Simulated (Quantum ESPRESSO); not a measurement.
## Calculated data, Li₂InCuSnMo₃ (simulated cell)

All values are calculated (Quantum ESPRESSO 7.5). Calculation on a made-up metal alloy cell, not a measurement: no spin or spin-orbit, unrelaxed, 2900 K smearing, stress positive in tension, cell energy less fitted offsets; periodic Kohn-Sham density functional theory in plane waves with PseudoDojo standard norm-conserving scalar-relativistic pseudopotentials, each functional with its own files (v0.5 for PBE, v0.4.1 for LDA and PBEsol), eight atoms on drawn sites of a strained close-packed or body-centred lattice, each displaced and held fixed; the energy is the cell's free energy, ions and the entropy term -TS included, at the stated Fermi-Dirac width, less a fixed offset for each atom's element (shifted free energy); compositions with an open d shell lost a parallel starting moment in a cheaper test run, and other magnetic orders were not tried; an error bar is the largest change of its kind in a tighter rerun, never given below 0.002 eV, 0.02 GPa or 0.003 eV/angstrom, and covers cutoff and k-mesh only, not smearing or the files.

Settings shared by all entries: lattice type face-centred cubic; functional pbe; cutoff 1252 eV; fermi dirac smearing 0.25 eV; electrons removed 0; run command mpirun -np 4 pw.x -nk 4 -in in; run processor Intel Xeon, 2023 or later, virtual cores; k mesh 6 x 4 x 4 shifted half a step off Gamma on each axis.

Notes on all entries: the copper pseudopotential is less sure than most, with forces differing by about three percent and pressure by about two GPa from a second method on plain copper; the tin pseudopotential is less sure than most, with forces differing by about three percent from a second method on plain tin; a spin test at this wide smearing found no moment, but such smearing suppresses magnetism that the real alloy may have; lattice, volume and sites are drawn at random and may be unstable or far from any real phase; energies are for the whole cell, less offsets fitted to these runs, so they are not formation energies.

(1) Li₂InCuSnMo₃ (simulated cell)

```
CELL_PARAMETERS angstrom
-4.23650 -0.00220 -0.00450
0.00230 -4.23050 4.25900
0.00550 6.32730 2.11100
ATOMIC_POSITIONS crystal
In 0.99414 0.00674 0.99161
Cu 0.02709 0.23385 0.51116
Mo 0.99060 0.51089 0.03349
Mo 0.01414 0.75329 0.48873
Li 0.50769 0.14482 0.75917
Sn 0.52819 0.38223 0.25532
Mo 0.50444 0.64390 0.77646
Li 0.50230 0.89688 0.28051
```

| Item | Value |
| --- | --- |
| entropy term negative ts | -1.429 eV |
| pressure | -10.79 GPa |
| stress xx | 10.33 GPa |
| stress yy | 14.64 GPa |
| stress zz | 7.41 GPa |
| stress yz | 2.54 GPa |
| stress xz | 0.0113 GPa |
| stress xy | -1.19 GPa |
| shifted free energy | 0.598 eV |

Atoms:
```tsv
atoms element	atom site	atom energy offset (eV)
In	1	-1808.02
Cu	2	-5159.25
Mo	3	-1911.95
Mo	4	-1911.95
Li	5	-195.67
Sn	6	-2144.16
Mo	7	-1911.95
Li	8	-195.67
```

Forces:
```tsv
site	x (eV/Å)	y (eV/Å)	z (eV/Å)
1	-0.418	0.453	-0.891
2	0.07	0.338	0.543
3	-0.572	-1.101	1.238
4	0.038	0.493	-0.649
5	0.057	-0.15	-0.117
6	0.86	0.631	1.405
7	0.019	-0.473	-1.499
8	-0.055	-0.192	-0.029
```

Notes: error bars: energy 0.002 eV, stress 0.02 GPa, force 0.0096 eV/Å, from a tighter rerun of a related cell, whose elements or sites may differ; 17 SCF iterations, 177 s of wall time on a shared machine.

(2) Li₂InCuSnMo₃ (simulated cell)

```
CELL_PARAMETERS angstrom
-4.23650 -0.00220 -0.00450
0.00230 -4.23050 4.25900
0.00550 6.32730 2.11100
ATOMIC_POSITIONS crystal
Cu 0.99414 0.00674 0.99161
Mo 0.02709 0.23385 0.51116
Mo 0.99060 0.51089 0.03349
Mo 0.01414 0.75329 0.48873
Sn 0.50769 0.14482 0.75917
Li 0.52819 0.38223 0.25532
Li 0.50444 0.64390 0.77646
In 0.50230 0.89688 0.28051
```

| Item | Value |
| --- | --- |
| entropy term negative ts | -1.553 eV |
| pressure | -9.06 GPa |
| stress xx | 5.01 GPa |
| stress yy | 8.99 GPa |
| stress zz | 13.16 GPa |
| stress yz | -1.33 GPa |
| stress xz | -0.17 GPa |
| stress xy | -0.09608 GPa |
| shifted free energy | 0.807 eV |

Atoms:
```tsv
atoms element	atom site	atom energy offset (eV)
Cu	1	-5159.25
Mo	2	-1911.95
Mo	3	-1911.95
Mo	4	-1911.95
Sn	5	-2144.16
Li	6	-195.67
Li	7	-195.67
In	8	-1808.02
```

Forces:
```tsv
site	x (eV/Å)	y (eV/Å)	z (eV/Å)
1	-0.056	0.175	0.047
2	0.768	-0.323	0.123
3	-0.558	0.167	0.432
4	0.216	0.191	0.162
5	-0.166	0.971	0.817
6	0.274	0.212	-0.135
7	-0.007	-0.071	-0.018
8	-0.47	-1.322	-1.428
```

Notes: error bars: energy 0.002 eV, stress 0.02 GPa, force 0.0096 eV/Å, from a tighter rerun of a related cell, whose elements or sites may differ; 17 SCF iterations, 172 s of wall time on a shared machine.

(3) Li₂InCuSnMo₃ (simulated cell)

```
CELL_PARAMETERS angstrom
-4.23650 -0.00220 -0.00450
0.00230 -4.23050 4.25900
0.00550 6.32730 2.11100
ATOMIC_POSITIONS crystal
Cu 0.99414 0.00674 0.99161
Li 0.02709 0.23385 0.51116
Sn 0.99060 0.51089 0.03349
In 0.01414 0.75329 0.48873
Mo 0.50769 0.14482 0.75917
Mo 0.52819 0.38223 0.25532
Li 0.50444 0.64390 0.77646
Mo 0.50230 0.89688 0.28051
```

| Property | Result |
| --- | --- |
| entropy term negative ts | -1.54 eV |
| pressure | -9.6 GPa |
| stress xx | 7.64 GPa |
| stress yy | 9.36 GPa |
| stress zz | 11.8 GPa |
| stress yz | -1.23 GPa |
| stress xz | 0.17 GPa |
| stress xy | -0.85 GPa |
| shifted free energy | 0.69 eV |

Atoms:
```tsv
atoms element	atom site	atom energy offset (eV)
Cu	1	-5159.25
Li	2	-195.67
Sn	3	-2144.16
In	4	-1808.02
Mo	5	-1911.95
Mo	6	-1911.95
Li	7	-195.67
Mo	8	-1911.95
```

Forces:
```tsv
site	x (eV/Å)	y (eV/Å)	z (eV/Å)
1	-0.063	0.213	0.427
2	0.265	-0.45	0.301
3	-0.702	-1.611	-1.29
4	0.059	1.835	1.548
5	-0.034	0.521	-0.467
6	0.872	0.346	-1.047
7	-0.003	-0.208	0.099
8	-0.394	-0.646	0.429
```

Notes: error bars: energy 0.002 eV, stress 0.02 GPa, force 0.0096 eV/Å, from a tighter rerun of this cell; 15 SCF iterations, 158 s of wall time on a shared machine.

(4) Li₂InCuSnMo₃ (simulated cell)

```
CELL_PARAMETERS angstrom
-4.23650 -0.00220 -0.00450
0.00230 -4.23050 4.25900
0.00550 6.32730 2.11100
ATOMIC_POSITIONS crystal
Sn 0.99414 0.00674 0.99161
Mo 0.02709 0.23385 0.51116
Mo 0.99060 0.51089 0.03349
Mo 0.01414 0.75329 0.48873
Li 0.50769 0.14482 0.75917
Cu 0.52819 0.38223 0.25532
Li 0.50444 0.64390 0.77646
In 0.50230 0.89688 0.28051
```

| Property | Result |
| --- | --- |
| entropy term negative ts | -1.638 eV |
| pressure | -10.13 GPa |
| stress xx | 4.73 GPa |
| stress yy | 11.66 GPa |
| stress zz | 14 GPa |
| stress yz | -0.33 GPa |
| stress xz | -0.23 GPa |
| stress xy | -0.17 GPa |
| shifted free energy | 0.848 eV |

Atoms:
```tsv
atoms element	atom site	atom energy offset (eV)
Sn	1	-2144.16
Mo	2	-1911.95
Mo	3	-1911.95
Mo	4	-1911.95
Li	5	-195.67
Cu	6	-5159.25
Li	7	-195.67
In	8	-1808.02
```

Forces:
```tsv
site	x (eV/Å)	y (eV/Å)	z (eV/Å)
1	-0.181	-0.437	0.164
2	0.654	-0.096	0.116
3	-0.446	0.302	0.566
4	0.16	-0.175	-0.293
5	-0.001	0.169	0.125
6	0.211	0.197	0.317
7	0.016	-0.127	-0.479
8	-0.414	0.166	-0.515
```

Notes: error bars: energy 0.002 eV, stress 0.02 GPa, force 0.0096 eV/Å, from a tighter rerun of a related cell, whose elements or sites may differ; 16 SCF iterations, 166 s of wall time on a shared machine.

(5) Li₂InCuSnMo₃ (simulated cell)

```
CELL_PARAMETERS angstrom
-4.23650 -0.00220 -0.00450
0.00230 -4.23050 4.25900
0.00550 6.32730 2.11100
ATOMIC_POSITIONS crystal
Mo 0.99414 0.00674 0.99161
In 0.02709 0.23385 0.51116
Cu 0.99060 0.51089 0.03349
Mo 0.01414 0.75329 0.48873
Li 0.50769 0.14482 0.75917
Mo 0.52819 0.38223 0.25532
Li 0.50444 0.64390 0.77646
Sn 0.50230 0.89688 0.28051
```

| Quantity | Value |
| --- | --- |
| entropy term negative ts | -1.45 eV |
| pressure | -10.13 GPa |
| stress xx | 8.99 GPa |
| stress yy | 10.25 GPa |
| stress zz | 11.14 GPa |
| stress yz | -0.04532 GPa |
| stress xz | -0.17 GPa |
| stress xy | 0.08853 GPa |
| shifted free energy | 0.615 eV |

Atoms:
```tsv
atoms element	atom site	atom energy offset (eV)
Mo	1	-1911.95
In	2	-1808.02
Cu	3	-5159.25
Mo	4	-1911.95
Li	5	-195.67
Mo	6	-1911.95
Li	7	-195.67
Sn	8	-2144.16
```

Forces:
```tsv
site	x (eV/Å)	y (eV/Å)	z (eV/Å)
1	-0.072	-0.332	0.769
2	0.556	-0.703	2.226
3	-0.163	0.117	-0.244
4	0.334	1.763	-0.756
5	-0.068	0.413	0.089
6	-0.036	-0.278	-0.285
7	-0.032	-0.174	-0.08
8	-0.519	-0.806	-1.721
```

Notes: error bars: energy 0.002 eV, stress 0.02 GPa, force 0.0096 eV/Å, from a tighter rerun of a related cell, whose elements or sites may differ; 15 SCF iterations, 155 s of wall time on a shared machine.

(6) Li₂InCuSnMo₃ (simulated cell)

```
CELL_PARAMETERS angstrom
-4.23650 -0.00220 -0.00450
0.00230 -4.23050 4.25900
0.00550 6.32730 2.11100
ATOMIC_POSITIONS crystal
Li 0.99414 0.00674 0.99161
Cu 0.02709 0.23385 0.51116
Sn 0.99060 0.51089 0.03349
Li 0.01414 0.75329 0.48873
Mo 0.50769 0.14482 0.75917
In 0.52819 0.38223 0.25532
Mo 0.50444 0.64390 0.77646
Mo 0.50230 0.89688 0.28051
```

| Item | Value |
| --- | --- |
| entropy term negative ts | -1.628 eV |
| pressure | -11.18 GPa |
| stress xx | 7.09 GPa |
| stress yy | 10.96 GPa |
| stress zz | 15.49 GPa |
| stress yz | -0.34 GPa |
| stress xz | 0.02076 GPa |
| stress xy | -0.75 GPa |
| shifted free energy | 1.078 eV |

Atoms:
```tsv
atoms element	atom site	atom energy offset (eV)
Li	1	-195.67
Cu	2	-5159.25
Sn	3	-2144.16
Li	4	-195.67
Mo	5	-1911.95
In	6	-1808.02
Mo	7	-1911.95
Mo	8	-1911.95
```

Forces:
```tsv
site	x (eV/Å)	y (eV/Å)	z (eV/Å)
1	-0.193	0.389	-0.018
2	0.158	0.251	0.014
3	-0.829	-2.404	-0.059
4	0.048	0.505	0.513
5	0.109	-0.899	-0.466
6	0.703	1.977	0.06
7	0.077	0.308	-0.302
8	-0.072	-0.129	0.258
```

Notes: error bars: energy 0.002 eV, stress 0.02 GPa, force 0.0096 eV/Å, from a tighter rerun of a related cell, whose elements or sites may differ; 16 SCF iterations, 164 s of wall time on a shared machine.
